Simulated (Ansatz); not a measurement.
Relaxing Au

Theory: DFT r2SCAN, scalar-relativistic, plane waves, PAW in Ansatz 0.2.0. Cutoff 500 eV, Γ-centred k mesh, Gaussian smearing, no spin polarisation in the final step.

The start puts Au on the dhcp structure type (P6_3/mmc, No. 194), at a guessed volume.

```xyz
4
Lattice="3.0294 0.0000 0.0000 -1.5147 2.6236 0.0000 0.0000 0.0000 9.7705" Properties=species:S:1:pos:R:3 pbc="T T T"
Au    0.0000    0.0000    0.0000
Au    0.0000    0.0000    4.8853
Au    0.0000    1.7490    7.3279
Au    1.5147    0.8745    2.4426
```

Steps on the 6×6×2 mesh (4 atoms). 5 of 5 steps are shown, and the free energy counts from the last. Trial steps that were taken back and renewals of the plane-wave basis can be among the rows.

| step | ΔF (meV/atom) | V (Å³/atom) | P (GPa) |
| --- | --- | --- | --- |
| 1 | 67.8 | 19.41 | -10.45 |
| 2 | 4.5 | 17.20 | 4.07 |
| 3 | -0.1 | 17.77 | -1.12 |
| 4 | -0.7 | 17.65 | -0.09 |
| 5 | 0.0 | 17.65 | -0.12 |

Steps on the 18×18×6 mesh (4 atoms). 4 of 5 steps are shown, and the free energy counts from the last.

```
step  ΔF (meV/atom) V (Å³/atom) P (GPa)
   1            4.1        17.65    -0.56
   2            1.1        17.38     1.61
   3            0.0        17.57    -0.18
   5            0.0        17.56    -0.02
```

A final relaxation ran on a 18×18×6 mesh. The relaxed crystal, P6_3/mmc (No. 194):

Space group P6_3/mmc (No. 194). a = 2.909 Å, b = 2.909 Å, c = 9.585 Å, α = 90.00°, β = 90.00°, γ = 120.00°
```csv
atom,site,symmetry,x,y,z
Au,2a,-3m.,0.0000,0.0000,0.0000
Au,2d,-6m2,0.3333,0.6667,0.7500
```

For Au, the volume per atom is 17.56 Å³. The density is 18.63 g/cm³. The gap on the 18×18×6 mesh is 0 eV (a metal).

The final run used a 18×18×6 mesh on its 4-atom cell and 0.10 eV smearing. Spin–orbit coupling is left out.

A structure relaxed within its symmetry needn't be a true minimum.